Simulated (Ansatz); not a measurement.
Put Al3Tl5 in P6/mmm (No. 191): Al on 3f; Tl on 4h and 1b.

Computed with DFT PBE, scalar-relativistic, plane waves, PAW (Ansatz 0.2.0). Cutoff 420 eV, Γ-centred mesh, Gaussian smearing, no spin polarisation.

The zero of energy is the elements' standard structures at the same level; no fitted shifts are applied.

**Question.** Predict the relaxed structure.

**Answer.**

Space group P6/mmm (No. 191). a = 5.525 Å, b = 5.525 Å, c = 8.967 Å, α = 90.00°, β = 90.00°, γ = 120.00°
```json
{"atom": "Al", "site": "3f", "symmetry": "mmm", "x": "0.5000", "y": "0.0000", "z": "0.0000"}
{"atom": "Tl", "site": "4h", "symmetry": "3m.", "x": "0.3333", "y": "0.6667", "z": "0.3059"}
{"atom": "Tl", "site": "1b", "symmetry": "6/mmm", "x": "0.0000", "y": "0.0000", "z": "0.5000"}
```

Al is surrounded by 4 Al at 2.76 Å and 4 Tl at 3.17 Å; around Tl on a site of symmetry 3m lie 3 Al at 3.17 Å, 3 Tl at 3.19 Å and 4 Tl at 3.48–3.63 Å; around Tl on a site of symmetry 6/mmm lie 12 Tl at 3.63 Å. Another local minimum with the same sites may exist.

**Question.** Where does its energy lie, and is it a metal?

**Answer.** The formation energy is +0.27 eV/atom. The gap on the 12×12×6 mesh of the 8-atom cell is 0 eV (a metal). It can't be a ground state, since the elements alone are lower.

The last run used Gaussian smearing of 0.10 eV. These runs have no spin–orbit coupling, which can matter for Tl. Symmetry constrained the relaxation, so the result can be a saddle point.
